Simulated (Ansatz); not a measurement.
Relaxed MgS (rock salt):

```
CELL_PARAMETERS angstrom
      0.00000     5.20309     5.20309
      2.60155     0.00000     2.60155
      2.60155     2.60155     0.00000
ATOMIC_POSITIONS crystal
  S  0.00000 0.00000 0.00000
  S  0.50000 0.00000 0.00000
  Mg 0.25000 0.50000 0.50000
  Mg 0.75000 0.50000 0.50000
```

The atoms are displaced by Q × the pattern below (from a DFPT mode at L = (0.5, 0.0, 0.0), largest move 1; Q in Å), at fixed cell. (q is in reciprocal vectors of the primitive cell; the cell shown is doubled to hold the pattern.)

```tsv
atom	x	y	z
Mg3	-0.577	0.577	0.577
Mg4	0.577	-0.577	-0.577
```

Atoms not listed stay in place.

Level of theory: r2SCAN (plane waves to 500 eV, PAW, scalar-relativistic; Ansatz, a first-principles code). k mesh 11×11×11 (Γ-centred), Fermi-Dirac smearing 0.05 eV. Energies are smeared free energies. Stress and pressure are positive under compression. MgS was relaxed with its symmetry unable to fall. ΔE is measured from the undisplaced structure.

```tsv
Q (Å)	−dE/dQ from forces (eV/Å)	ΔE (meV/cell)	P (GPa)
-0.100	2.410	(withheld)	0.32
-0.083	2.009	(withheld)	0.22
-0.067	1.609	53.7	0.14
-0.050	1.207	(withheld)	0.08
-0.033	0.805	(withheld)	0.03
-0.017	0.403	3.4	0.01
0.000	0.000	0.0	0.00
0.017	-0.403	3.4	0.01
0.033	-0.805	(withheld)	0.03
0.050	-1.207	(withheld)	0.08
0.067	-1.609	53.7	0.14
0.083	-2.009	(withheld)	0.22
0.100	-2.410	(withheld)	0.32
```

Task: What belongs in the gaps?

Result: 
- -0.100, ΔE (meV/cell): 120.6
- -0.083, ΔE (meV/cell): 83.8
- -0.050, ΔE (meV/cell): 30.2
- -0.033, ΔE (meV/cell): 13.4
- 0.033, ΔE (meV/cell): 13.4
- 0.050, ΔE (meV/cell): 30.2
- 0.083, ΔE (meV/cell): 83.8
- 0.100, ΔE (meV/cell): 120.6

(For displaced atoms, the force is minus the slope of the energy, and its curvature is a force constant, which sets phonon frequencies.)
